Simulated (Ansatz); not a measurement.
The calculation used DFT PBE, scalar-relativistic, plane waves, PAW in Ansatz 0.2.0. All cells share a 420 eV cutoff and Γ-centred k meshes spaced about 0.3 Å⁻¹ or finer (0.25 for metals, 2π included). No spin polarisation.

Temperature and zero-point effects are left out.

Compare these two cells of Sn2Pb, each relaxed at this level.

A.

```
Sn Pb
1.0
     5.73493    0.00000    0.00000
    -2.86746    4.96659    0.00000
     0.00000    0.00000    3.15028
Sn Pb
2 1
Cartesian
  0.0000 3.3111 0.0000
  2.8675 1.6555 0.0000
  0.0000 0.0000 0.0000
```

B.

```
Sn Pb
1.0
     3.32382    0.00000    0.00000
    -1.66191    2.87851    0.00000
     0.00000    0.00000    9.39598
Sn Pb
2 1
Direct
  0.00000 0.00000 0.33805
  0.00000 0.00000 0.66195
  0.00000 0.00000 0.00000
```

Question: Which placement of the atoms is lower in energy, and by how much?

Answer: A is lower, by 17 meV/atom. The two share one framework of sites and differ in which element sits where. A has space group P6/mmm (No. 191), 29.9 Å³/atom and no gap on its mesh; B has space group P6/mmm (No. 191), 30.0 Å³/atom and no gap. Counting all near atoms (those within 1.25 times the shortest distance at each site), A and B both have Sn 8, Pb 8. Even the lower one lies +0.06 eV/atom against the reference forms of the elements (uncorrected), so neither is stable at this level. Both come from invented guesses. The lowest form computed isn't among them: it has space group P6/mmm (No. 191), 29.1 Å³/atom and lies 26 meV/atom below the best shown.

The k mesh leaves some 4 meV/atom of noise in the energy of each metallic cell. Spin–orbit coupling, which can matter for Pb, is left out.
